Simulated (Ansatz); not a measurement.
**Computed properties of SnC**

SnC:
```
SnC
1.0
    3.33209     0.00000     0.00000
   -1.66604     2.88567     0.00000
    0.00000     0.00000     5.79674
Sn C
2 2
Direct
  0.00000   0.00000   0.00000
  0.00000   0.00000   0.50000
  0.33333   0.66667   0.25000
  0.66667   0.33333   0.75000
```

Space group P6_3/mmc (No. 194), NiAs type; conventional cell a = 3.332 Å, b = 3.332 Å, c = 5.797 Å, α = 90.00°, β = 90.00°, γ = 120.00°.

Method: plane-wave PAW PBE+D3(BJ) (Ansatz code). The cell and atoms are relaxed at this level. Other levels are named where they apply.

### Cell and energy

Volume per atom: 13.93 Å³
Density: 7.79 g/cm³
Formation energy from the elements (no fitted shifts): 1.40 eV/atom

### Electronic structure

- Electronic character = metallic (no gap)
- Density of states at the Fermi level = 0.30 states/eV per atom (mean over ±0.08 eV)
- Gap with spin–orbit coupling = none (metallic)

A made-up cell: these elements were put on the sites of a structure type; neither database checked (COD, Materials Project) lists it. Its standing as an ambient phase is unchecked. The PBE+D3(BJ) relaxation kept the symmetry of its start; whether a distortion lowers the energy is not shown. The references are the lowest solids computed at this level, not always the standard phases. Scalar-relativistic: spin–orbit coupling is off unless named, which matters more the heavier the elements.

Potentials: the earlier of the program's two PAW sets.
